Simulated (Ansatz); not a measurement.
Bi2Se3 (Bi2Te3 type, space group R-3m)

```xyz
5
Lattice="2.0723 1.1964 9.7553 -2.0723 1.1964 9.7553 0.0000 -2.3929 9.7553" Properties=species:S:1:pos:R:3 pbc="T T T"
Bi     0.0000     0.0000    11.6883
Bi     0.0000     0.0000    17.5775
Se     0.0000     0.0000     0.0000
Se     0.0000     0.0000     6.2688
Se     0.0000     0.0000    22.9970
```

In each cell atom 4 (Se, nearest neighbour Bi at 2.853 Å; its periodic images, 4.1 Å or more away, move with it) moves by s·(0.000, 0.839, 0.545) (towards the nearest neighbour), the rest being held.

Calculation: r2SCAN+rVV10 (plane waves to 500 eV, PAW, scalar-relativistic; Ansatz, a program for electronic structure). k mesh 8×8×8 (Γ-centred), Fermi-Dirac smearing 0.05 eV. Energies are smeared free energies. F∥ is the force on the atom along that direction. Bi2Se3 was relaxed with its symmetry unable to fall. Spin-orbit coupling is left out, though Bi is heavy. ΔE is measured from the undisplaced structure.

**Question.** Give the computed ΔE (eV/cell) and F∥ (eV/Å) at s (Å) = -0.570, -0.228, 0.114, 0.342, 0.570.

**Answer.** 
| s (Å) | ΔE (eV/cell) | F∥ (eV/Å) |
|---|---|---|
| -0.570 | 0.496 | 1.394 |
| -0.228 | 0.103 | 0.819 |
| 0.114 | 0.035 | -0.639 |
| 0.342 | 0.388 | -2.673 |
| 0.570 | 1.403 | -6.743 |

(For displaced atoms, the force is minus the slope of the energy, and its curvature is a force constant, which sets phonon frequencies.)
